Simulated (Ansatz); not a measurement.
# Computed properties of NbAs

NbAs:
Space group I4₁md (No. 109); a = 3.473 Å, b = 3.473 Å, c = 11.750 Å, α = 90.00°, β = 90.00°, γ = 90.00°

```tsv
atom	site	symmetry	x	y	z
Nb	4a	2mm.	0.0000	0.0000	0.7494
As	4a	2mm.	0.0000	0.0000	0.1676
```
(The calculation used a cell of 4 atoms; values per cell refer to that cell.)

Space group I4_1md (No. 109); conventional cell a = 3.473 Å, b = 3.473 Å, c = 11.750 Å, α = 90.00°, β = 90.00°, γ = 90.00°.

Method: the program Ansatz at the PBE level (PAW). Structure relaxed to zero pressure with the same functional. Other levels are named where they apply.

### Cell and energy

```json
{
  "volume_per_atom": "17.72 Å³",
  "density": "7.86 g/cm³",
  "Formation energy from the elements (no fitted shifts)": "-0.69 eV/atom"
}
```

### Electronic structure

```json
{
 "electronic_character": "no gap, with almost no states at the Fermi level (zero-gap or semimetallic)",
 "Density of states at the Fermi level": "0.03 states/eV per atom (mean over ±0.08 eV)",
 "Gap with spin–orbit coupling": "none (metallic)"
}
```

### Mechanics

```json
{
 "Bulk modulus (Birch–Murnaghan fit)": "160 GPa",
 "Pressure derivative B′": "4.4"
}
```

### Phonons

```json
{
  "highest_zone_centre_frequency": "262 cm⁻¹",
  "zone_centre_stability": "no imaginary mode at Γ"
}
```

### Charges

```json
{
  "bader_charges": "Nb +1.02, As -1.02 e"
}
```

The PBE relaxation kept the symmetry of its start. The run is not spin-polarised. A small band overlap can be real or an error of a semilocal functional. As this level gives no gap, phonon frequencies hold no LO–TO term and depend on the k-mesh and smearing (Fermi–Dirac, 0.1 eV here). The references are the lowest solids computed at this level, not always the standard phases. Scalar-relativistic: spin–orbit coupling is off unless named, which matters more the heavier the elements.

Potentials: the later of the program's two PAW sets.
